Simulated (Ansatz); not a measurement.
Crystals of one structure type (rock salt) and one family of elements, relaxed and computed with DFT-r²SCAN in the program Ansatz with PAW potentials.

| crystal | gap (eV) | ε∞ |
|---|---|---|
| BaTe | 2.00 | 5.31 |
| CaSe | 2.52 | ? |
| BaS | 2.58 | 4.38 |
| SrO | 3.80 | 3.52 |
| CaO | 4.20 | 3.52 |

**Question.** Fit a straight line to ln ε∞ against ln E_g and predict the withheld value.

**Answer.** Least squares on the 4 shown rows: ln ε∞ = -0.57 × ln E_g + (2.044), with a scatter of 3 %. For CaSe this gives 4.56. The run itself gave 5.08, outside the scatter: the line misses something about this case.

All cells were relaxed under the symmetry of their starts (and spin orders); stability against distortions was not tested throughout. Scalar-relativistic: spin–orbit coupling is off unless named, which matters more the heavier the elements.

Potentials: the later of the program's two PAW sets.
